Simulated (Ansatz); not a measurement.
The cell below belongs to a search over invented structures; it isn't taken from experiment.

Input and command of a plane-wave DFT calculation in Ansatz:

```yaml
crystal:
  lattice:
    - [3.90288025, 0.0, 0.0]
    - [-1.951440125, 3.3799934444, 0.0]
    - [0.0, 0.0, 19.1938469032]
  atoms:
    - { symbol: Be, position: [0.3333333333, 0.6666666667, 0.1179347723] }
    - { symbol: Be, position: [0.3333333333, 0.6666666667, 0.7917562781] }
    - { symbol: Be, position: [0.6666666667, 0.3333333333, 0.9648375662] }
    - { symbol: Be, position: [0.6666666667, 0.3333333333, 0.6179347723] }
    - { symbol: Be, position: [0.3333333333, 0.6666666667, 0.4648375662] }
    - { symbol: Be, position: [0.6666666667, 0.3333333333, 0.2917562781] }
    - { symbol: Te, position: [0.3333333333, 0.6666666667, 0.6637285562] }
    - { symbol: Te, position: [0.6666666667, 0.3333333333, 0.8364550474] }
    - { symbol: Te, position: [0.3333333333, 0.6666666667, 0.3364550474] }
    - { symbol: Te, position: [0.6666666667, 0.3333333333, 0.1637285562] }
    - { symbol: Se, position: [0.3333333333, 0.6666666667, 0.0002877798] }
    - { symbol: Se, position: [0.6666666667, 0.3333333333, 0.5002877798] }
basis:
  ecutwfc: 420
kpoints:
  mp_grid: { grid: [12, 12, 2] }
hamiltonian:
  xc: pbe
scf:
  occupations: { method: gaussian, width: 0.02 }
output:
  forces: true
  stress: true
  eigenvalues: true
relax:
  adjacent_minimum: "off"
  f_tol: 0.01
  max_steps: 80
  cell: { stress_tol: 0.05 }
```

```bash
ansatz run input.yaml --threads 1 --pin off --max-ram 2560MiB --backend cpu --events-out ev --progress --plain --runs-dir out
```

Processor: Intel(R) Xeon(R) 6975P-C (Granite Rapids), 1 thread, on a host shared with other jobs.

Question: How long does it run, and how much memory does it take?

Answer: About 2.1 min, peak memory 0.78 GiB. It solves 66 bands at 38 k points (after reduction by symmetry) with about 4961 plane waves (on the last cell), in 23 SCF iterations over 4 ionic steps.
